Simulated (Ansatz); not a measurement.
**Property card for two-dimensional PbS**

PbS:
```xyz
4
Lattice="2.9864 -3.0043 0.0000 2.9864 3.0043 0.0000 0.0000 0.0000 32.0000" Properties=species:S:1:pos:R:3 pbc="T T F"
Pb     4.4796     1.4551    17.4421
S      4.4796    -1.3953    17.2129
Pb     1.4932     1.4551    14.5579
S      1.4932    -1.3953    14.7871
```
Free-standing layer in the xy plane with vacuum along z and no interaction between images.

Method: r²SCAN+D4 (plane waves, PAW; program Ansatz). Lattice and atoms are relaxed at this level; other levels are named.

**Structure**

```json
{
  "In-plane lattice": "a = 4.236 Å, b = 4.236 Å, γ = 90.3°",
  "distance_between_the_outermost_nuclei": "2.88 Å"
}
```

**Electronic structure**

```json
{
  "band_gap": "2.21 eV (nearly direct: the direct gap is 2.21 eV)",
  "valence_band_maximum": "off the standard path, at k = (0.000, 0.404, 0.000)",
  "conduction_band_minimum": "off the standard path, at k = (0.000, 0.422, 0.000)",
  "Ionisation potential (Kohn–Sham)": "4.70 eV",
  "Electron affinity (Kohn–Sham)": "2.50 eV",
  "Electron effective mass, in the valley off the standard path, at k = (0.000, 0.422, 0.000)": "0.18 along x, 0.19 along y (mₑ)",
  "Hole effective mass, in the valley off the standard path, at k = (0.000, 0.404, 0.000)": "0.20 along x, 0.24 along y (mₑ)",
  "Electron effective mass with spin–orbit coupling, in the valley off the standard path, at k = (-0.010, 0.411, 0.000)": "0.17 along x, 0.19 along y (mₑ)",
  "Hole effective mass with spin–orbit coupling, in the valley off the standard path, at k = (0.000, 0.409, 0.000)": "0.19 along x, 0.23 along y (mₑ)",
  "Gap with spin–orbit coupling": "1.72 eV",
  "HSE06 gap on the r²SCAN+D4 cell": "2.47 eV",
  "HSE06 ionisation potential": "4.90 eV"
}
```

**Charges**

```json
{
 "bader_charges": "Pb +1.03, S -1.03 e"
}
```

Space group Aem2. The layer was cut from a bulk entry of the Materials Project (measured or hypothetical); whether that bulk phase is the ambient one, and whether the layer has been isolated, was not checked. The r²SCAN+D4 relaxation kept the symmetry of its start; its stability against distortions is not shown here. Scalar-relativistic: spin–orbit coupling is off unless named, which matters more the heavier the elements.

Potentials: the later of the program's two PAW sets.
